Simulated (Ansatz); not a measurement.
Here is the system:

BAs:
```xyz
4
Lattice="3.3289 0.0000 0.0000 -1.6645 2.8829 0.0000 0.0000 0.0000 5.5137" Properties=species:S:1:pos:R:3 pbc="T T T"
B      0.0000     1.9220     2.0651
B      1.6645     0.9610     4.8219
As     0.0000     1.9220     0.0026
As     1.6645     0.9610     2.7594
```

This is the LDA-relaxed structure. Tensor components refer to the Cartesian frame of this cell.

Problem. All from plane-wave PAW LDA (Ansatz code), unless another level is named. Estimate the piezoelectric stress constants (proper, relaxed ions, C/m²).

Solution. e15 = e24 = -0.12, e31 = e32 = -0.16, e33 = 0.32.

Problem. Predict the Young's modulus.

Solution. 312 GPa.

Problem. Next, the vibrational entropy at 300 K?

Solution. 15.7 J/(K·mol of atoms).

Problem. And the zero-point energy?

Solution. 82.3 meV/atom.

Space group P6_3mc (wurtzite). The workflow started from a Materials Project entry (that database holds measured and hypothetical structures alike); the Crystallography Open Database copy checked does not list it. It is not the phase usual at ambient conditions (space group No. 216). Symmetry was held in the LDA relaxation; phonons on a q-mesh show no instability.

Potentials: the later of the program's two PAW sets.
